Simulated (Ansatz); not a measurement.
SiB2W2:
```
CELL_PARAMETERS angstrom
      1.52658    -5.58450     0.00000
      1.52658     5.58450     0.00000
      0.00000     0.00000     3.12892
ATOMIC_POSITIONS crystal
  Si 0.00000 0.00000 0.00000
  W  0.36346 0.63654 0.50000
  W  0.63654 0.36346 0.50000
  B  0.20574 0.79426 0.00000
  B  0.79426 0.20574 0.00000
```

Relaxed with r²SCAN.

Q: Give the Bader charges and basin volumes of the independent atoms, DFT-r²SCAN in the program Ansatz with PAW potentials.

A: 

```json
[
 {"atom": "Si1", "Bader charge (e)": "+0.17", "Bader volume (Å³)": "11.6"},
 {"atom": "W2", "Bader charge (e)": "+0.67", "Bader volume (Å³)": "13.2"},
 {"atom": "B4", "Bader charge (e)": "-0.75", "Bader volume (Å³)": "7.7"}
]
```

Space group Cmmm. The start of the workflow was typed in or built on a structure type; neither database checked (COD, Materials Project) lists it. Its standing as an ambient phase is unchecked. Symmetry was held in the r²SCAN relaxation; whether a distortion lowers the energy is not shown. No spin polarisation was allowed. Scalar-relativistic: spin–orbit coupling is off unless named, which matters more the heavier the elements.

Potentials: the earlier of the program's two PAW sets.
